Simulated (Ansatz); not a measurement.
TiGe (rock salt, Fm-3m), the program Ansatz at the PBE level (PAW), all energies at zero smearing, with the estimated change up to a 700 eV cutoff added, with one set of potentials and settings (totals compare only within such a set). Cell of 2 atoms (1 Ge, 1 Ti): -6795.603 eV.

| element | reference phase | E (eV/atom) |
|---|---|---|
| Ge | Fd-3m, 2 atoms in the cell | -4294.9847 |
| Ti | P6/mmm, 3 atoms in the cell | -2499.6739 |

Formation energy per atom, worked out: (-6795.603 − 1×(-4294.9847) − 1×(-2499.6739))/2 = -0.472 eV/atom (-46 kJ per mol of atoms), at 0 K, without zero-point energy or fitted corrections.

The cell is a constructed one: a structure type filled with these elements; neither database checked (COD, Materials Project) lists it. Its standing as an ambient phase is unchecked. The PBE relaxation kept the symmetry of its start; its stability against distortions is not shown here. The run is not spin-polarised. The references are the lowest solids computed at this level, not always the standard phases.

Potentials: the later of the program's two PAW sets.
